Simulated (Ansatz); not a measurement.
## Co$_{6}$BIr, a disordered cell

```xyz
16
Lattice="6.2710 -1.1723 -1.1269 0.2191 5.9538 -0.3854 0.5346 0.2936 6.2223" Properties=species:S:1:pos:R:3 pbc="T T T"
Ir    2.4764    1.8968    1.9687
Ir    2.0838    4.7904    2.9450
Co    0.8948    3.2919    0.4132
Co    6.0371   -0.7129    5.1918
Co    3.4433   -0.4620    1.3885
Co    5.2953    0.9761    0.5208
Co    5.9790    3.7680    0.7883
Co    5.2968    2.8986    4.9085
B     3.8167    3.2663    0.6671
B     6.4957    2.1934    2.3144
Co    1.6953    0.5523   -0.1024
Co    2.1195    2.6401    4.4129
Co    4.6923    1.0868    3.1026
Co    3.4736    4.6138    5.1320
Co    0.4600    1.0396    3.3951
Co    4.7539    4.4136    2.9746
```

Level: PBE, no spin polarisation; 420 eV; 3×3×3 (shifted by 0, 0.5, 0.5 steps) mesh; fermi-dirac occupations (width 0.1 eV); Ansatz 0.2.0, fixed geometry.

Question: Is the cell too large or too small?

Answer: The pressure is -29.6 GPa (compression positive), so with the atoms held at these fractions the cell would first shrink; the forces are large, so a full relaxation may end otherwise. The principal stresses -31.2, -30.1, -27.7 GPa differ, so its shape would change too.

Question: Where is the largest force?

Answer: The largest is on Ir1: 1.46 eV/Å, components (1.10, 0.15, -0.94). It makes 31° with the line to a nearest neighbour, B9 at 2.32 Å, pointing towards it.

Question: Metal or insulator?

Answer: It is a metal on this mesh, though the bands barely overlap, with about 47 states/eV a cell as the mean within 0.25 eV of the Fermi level, mostly Co d (89 %).

Question: What is the formation energy?

Answer: 0.97 eV an atom against the elements' usual phases (free molecules for gases, crystals otherwise, with no correction for O₂ or N₂), so at this geometry it isn't bound against them. Relaxing would lower it.

Question: What do density and ELF say about some of the short contacts?

Answer: Co–B at 2.22 Å: least valence density 0.43 e/Å³ and ELF 0.55 there. Ir–B at 2.32 Å: least valence density 0.54 e/Å³ and ELF 0.75 there. Co–Co at 2.48 Å: least valence density 0.34 e/Å³ and ELF 0.33 there. Both are smooth PAW fields, read partly inside the augmentation spheres.

Question: How is the charge shared?

Answer: Bader charges in e: Co +0.01 to +0.17, B -0.18, Ir -0.46 to -0.37. In the mean Co gives up most and Ir takes most.

Origin: a disordered cell, so it need not be a known compound. Caveats: no spin polarisation, so a magnetic state may lie lower; the k mesh is coarse if the cell is a metal; atoms or cell far from equilibrium.
